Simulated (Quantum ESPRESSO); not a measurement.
## Kohn-Sham bands of SnS (Pnma)

```
CELL_PARAMETERS angstrom
     11.39202     0.00000     0.00000
      0.00000     3.95686     0.00000
      0.00000     0.00000     4.53281
ATOMIC_POSITIONS crystal
  Sn 0.62163 0.25000 0.36954
  Sn 0.37837 0.75000 0.63046
  Sn 0.87837 0.75000 0.86954
  Sn 0.12163 0.25000 0.13046
  S  0.34750 0.25000 0.01060
  S  0.65250 0.75000 0.98940
  S  0.15250 0.75000 0.51060
  S  0.84750 0.25000 0.48940
```

Cell from Materials Project (mp-2231), symmetrised, no further relaxation. COD (Crystallography Open Database) has the formula in 3 space groups, this one among them (matched by group alone). Computed values, not measurements, from PBEsol: Quantum ESPRESSO (norm-conserving PseudoDojo potentials, cutoff 58 Ry, no spin polarisation, no spin-orbit coupling) on a Γ-centred 4×6×4 mesh, then Wannier90. Density: 4×8×8 mesh, cold smearing 0.01 Ry. The cell is built of weakly bound layers, chains or molecules, whose nearest atoms lie 3.52 Å apart. Database cells relaxed without dispersion often hold them too far apart, which can enlarge gaps and weakens couplings between them; spacing and stacking were not compared with the measured crystal. Spin-orbit coupling is left out although heavy elements are present.

**Question.** List the Kohn-Sham levels between −8 and 3.9 eV relative to the valence-band maximum at the high-symmetry points, as a band run of pw.x on that density gives them (levels within 2 meV counted together).

**Answer.** 
| point | k (reciprocal lattice) | levels (eV) |
|---|---|---|
| Γ | 0.000 0.000 0.000 | -7.13, -6.28, -5.26, -4.55, -4.52, -3.51, -3.19, -3.14, -3.13, -2.83, -2.05, -1.95, -1.66, -0.94, -0.71, -0.20, 1.18, 2.73, 2.86, 2.93, 3.24, 3.78, 3.83 |
| X | 0.500 0.000 0.000 | -6.84 (×2), -4.70 (×2), -4.18 (×2), -3.01 (×2), -2.86 (×2), -1.97 (×2), -1.83 (×2), -0.41 (×2), 2.53 (×2), 2.67 (×2) |
| S | 0.500 0.500 0.000 | -7.16 (×4), -3.01 (×4), -2.23 (×4), -1.12 (×4), 1.67 (×4), 2.77 (×4) |
| Y | 0.000 0.500 0.000 | -7.40 (×2), -6.88 (×2), -3.46 (×2), -2.73 (×2), -2.41 (×2), -1.98 (×2), -1.04 (×2), -0.94 (×2), 1.42 (×2), 1.55 (×2), 2.42 (×2), 3.07 (×2), 3.72 (×2) |
| Z | 0.000 0.000 0.500 | -7.59 (×2), -6.47 (×2), -3.50 (×2), -2.22 (×2), -2.01 (×2), -1.63 (×2), -0.95 (×2), -0.02 (×2), 1.64 (×2), 2.12 (×2), 2.76 (×2), 3.14 (×2) |
| U | 0.500 0.000 0.500 | -7.51 (×2), -6.64 (×2), -2.77 (×2), -2.57 (×2), -2.21 (×2), -2.02 (×2), -0.75 (×2), -0.02 (×2), 1.67 (×2), 2.08 (×2), 2.80 (×2), 3.64 (×2) |
| R | 0.500 0.500 0.500 | -6.74 (×4), -4.22 (×4), -3.59 (×4), -1.37 (×4), 2.72 (×4) |
| T | 0.000 0.500 0.500 | -6.77 (×2), -6.69 (×2), -4.61 (×2), -4.07 (×2), -3.49 (×2), -3.15 (×2), -2.02 (×2), -1.19 (×2), 2.87 (×2), 2.94 (×2) |
